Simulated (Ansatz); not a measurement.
BiPd (NiAs type, P6_3/mmc) at seven volumes, plane-wave PAW r²SCAN (Ansatz code), shape and atoms relaxed at each. One row is withheld.

| V (Å³/atom) | P (GPa) |
|---|---|
| 20.595 | ? |
| 21.274 | 7.26 |
| 21.953 | 3.30 |
| 22.632 | 0.00 |
| 23.311 | -2.74 |
| 23.990 | -5.02 |
| 24.669 | -6.91 |

Problem. Fit the shown pressures and predict the withheld one.

Solution. P = (3/2)B₀(x^(7/2) − x^(5/2))[1 + (3/4)(B′ − 4)(x − 1)] with x = (V₀/V)^(2/3). Least squares on the six rows gives V₀ = 22.632 Å³/atom, B₀ = 100 GPa, B′ = 5.14. At V = 20.595, x = 1.0649 and P = 12.02 GPa. The run itself gave 12.01 GPa.

The workflow started from an entry of the Crystallography Open Database (COD), which files this formula under 2 space groups. Whether it is the stable phase at ambient conditions was not checked. The r²SCAN relaxation kept the symmetry of its start; whether a distortion lowers the energy is not shown. The run is not spin-polarised. Scalar-relativistic: spin–orbit coupling is off unless named, which matters more the heavier the elements.

Potentials: the later of the program's two PAW sets.
